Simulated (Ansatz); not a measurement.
WS2:
Space group P6₃/mmc (No. 194); a = 3.1720 Å, b = 3.1720 Å, c = 12.5522 Å, α = 90.00°, β = 90.00°, γ = 120.00°

```json
[
 {"atom": "W", "site": "2c", "symmetry": "-6m2", "x": "0.3333", "y": "0.6667", "z": "0.2500"},
 {"atom": "S", "site": "4f", "symmetry": "3m.", "x": "0.6667", "y": "0.3333", "z": "0.1257"}
]
```

Relaxed with r²SCAN+D4.

**Question.** Tabulate the valence density and the electron localisation function along the shortest W–S contact (2.41 Å), DFT-r²SCAN+D4 in the program Ansatz with PAW potentials.

**Answer.** 

```
distance from W (Å)  density (e/Å³)   ELF
-------------------  --------------  ----
0.24                           5.65  0.27
0.36                           5.71  0.53
0.48                           5.00  0.67
0.60                           3.72  0.69
0.72                           2.37  0.60
0.84                           1.38  0.43
0.96                           0.86  0.30
1.08                           0.68  0.32
1.20                           0.64  0.49
1.32                           0.70  0.70
1.44                           0.82  0.82
1.56                           0.99  0.85
1.68                           1.15  0.83
1.80                           1.21  0.73
1.92                           1.09  0.48
2.05                           0.80  0.16
2.17                           0.45  0.01
```

The density is the valence pseudo-density with augmentation charge, so density and ELF within about 1 Å of a nucleus are not all-electron values.

Space group P6_3/mmc. The r²SCAN+D4 relaxation kept the symmetry of its start; phonons on a q-mesh show no instability. No spin polarisation was allowed. Spin–orbit coupling is left out wherever it is not named.

Potentials: the earlier of the program's two PAW sets.
